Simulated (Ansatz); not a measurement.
Ba$_{2}$YHO$_{3}$:
```yaml
crystal:
  lattice:
    - [-2.10161, 2.20147, 6.89245]
    - [2.10161, -2.20147, 6.89245]
    - [2.10161, 2.20147, -6.89245]
  atoms:
    - { symbol: Y, position: [0.00000, 0.00000, 0.00000] }
    - { symbol: O, position: [0.50000, 0.00000, 0.50000] }
    - { symbol: H, position: [0.00000, 0.50000, 0.50000] }
    - { symbol: O, position: [0.16411, 0.16411, 0.00000] }
    - { symbol: O, position: [0.83589, 0.83589, 0.00000] }
    - { symbol: Ba, position: [0.34770, 0.34770, 0.00000] }
    - { symbol: Ba, position: [0.65230, 0.65230, 0.00000] }
```

Relaxed with PBE. Special points in fractions of this cell's reciprocal vectors: Γ (0.000, 0.000, 0.000); X (0.500, 0.500, -0.500); F2 (0.273, 0.727, -0.273); Σ0 (-0.273, 0.273, 0.273); Y0 (0.276, -0.276, 0.276); U0 (0.724, 0.276, -0.276); R (0.000, 0.500, 0.000); W (0.250, 0.250, 0.250); S (0.500, 0.000, 0.000); T (0.000, 0.000, 0.500).

Problem. List the band energies nearest the valence-band maximum at these points for plane-wave PAW PBE (Ansatz code).

Solution. In eV from the valence-band maximum; about four levels below and three above (degenerate sets whole), none deeper than 8.9 eV; points with the same levels are listed once.

| k | below | above |
|---|---|---|
| Γ | -0.61 -0.61 -0.44 -0.14 -0.09 | 3.26 4.06 4.46 |
| X | -0.51 -0.40 -0.27 -0.23 | 3.38 3.71 4.75 |
| F2 | -0.93 -0.24 -0.18 -0.13 | 3.17 4.47 4.81 |
| Y0 | -1.12 -0.88 -0.37 -0.18 | 4.85 5.16 5.20 |
| R | -1.09 -0.20 -0.12 0.00 | 3.15 4.36 4.85 |
| W | -0.55 -0.44 -0.15 -0.13 | 3.33 4.94 5.13 |
| S | -1.13 -0.93 -0.44 -0.19 | 4.99 5.12 5.29 |
| T | -0.54 -0.31 -0.28 -0.27 | 3.43 4.81 4.90 |

Space group Immm. The start of the workflow was typed in or built on a structure type; neither database checked (COD, Materials Project) lists it. Its standing as an ambient phase is unchecked. The cell was relaxed with PBE under the symmetry of its start; its stability against distortions is not shown here. The run is not spin-polarised. Scalar-relativistic: spin–orbit coupling is off unless named, which matters more the heavier the elements.

Potentials: the earlier of the program's two PAW sets.
